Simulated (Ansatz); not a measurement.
**Phonons of CsCl-type ScZn**

The computed numbers are results of PBEsol, scalar-relativistic (no spin polarisation) in the plane-wave PAW code Ansatz at 420 eV, Gaussian smearing of 0.15 eV; PAW files: Ansatz's generated set soft_2.

```
Sc Zn
1.0
     3.30228    0.00000    0.00000
     0.00000    3.30228    0.00000
     0.00000    0.00000    3.30228
Sc Zn
1 1
Direct
  0.00000 0.00000 0.00000
  0.50000 0.50000 0.50000
```

The start was a prototype's sites filled with these elements; the Crystallography Open Database holds the compound in this structure.

Force constants come from finite displacements in a 2×2×2 supercell (the unit cell's 10×10×10 k-mesh, folded to it); the long-range dipole term is not included. Points in reciprocal vectors of this cell: Γ = (0.000, 0.000, 0.000), X = (0.000, 0.500, 0.000), M = (0.500, 0.500, 0.000), R = (0.500, 0.500, 0.500).

Frequencies at the named points (cm⁻¹, imaginary ones negative):
| point | ω (cm⁻¹) |
| --- | --- |
| Γ | 0 0 0 202 202 202 |
| X | 119 137 137 169 169 208 |
| M | 50 50 116 140 248 248 |
| R | 115 115 115 226 226 226 |

Problem. Is the structure dynamically stable along this path, and where does the spectrum end?

Solution. Yes: no branch is imaginary beyond numerical noise. The highest frequency is 248 cm⁻¹, at M. Points that don't fit the supercell are interpolated.

Problem. What does the harmonic approximation give for the vibrational free energy, entropy and heat capacity?

Solution. Zero-point energy 27.9 meV/atom.
| T (K) | F_vib (meV/atom) | S (J/K per mole of atoms) | C_V (J/K per mole of atoms) |
| --- | --- | --- | --- |
| 100 | 23.0 | 12.8 | 17.0 |
| 200 | 2.0 | 26.7 | 22.4 |
| 300 | -30.8 | 36.1 | 23.7 |
| 400 | -72.0 | 43.0 | 24.3 |
| 500 | -119.4 | 48.4 | 24.5 |
| 600 | -172.0 | 52.9 | 24.6 |
| 700 | -228.9 | 56.7 | 24.7 |
| 800 | -289.4 | 60.0 | 24.8 |
| 900 | -353.2 | 62.9 | 24.8 |
| 1000 | -419.8 | 65.6 | 24.8 |

The highest mode, 248 cm⁻¹, is worth 360 K. At 300 K the heat capacity has reached 95 % of the classical limit 3R = 24.9 J/K per mole of atoms: a mode at k_BT already holds 92 % of its classical share, and one at 1.5 k_BT 83 %.

The crystal is a metal or nearly so; low and unstable modes depend on mesh and smearing.

It ran for 54 s on 4 threads of Arm Neoverse V1, with other jobs on the host, peak memory 1.5 GiB.
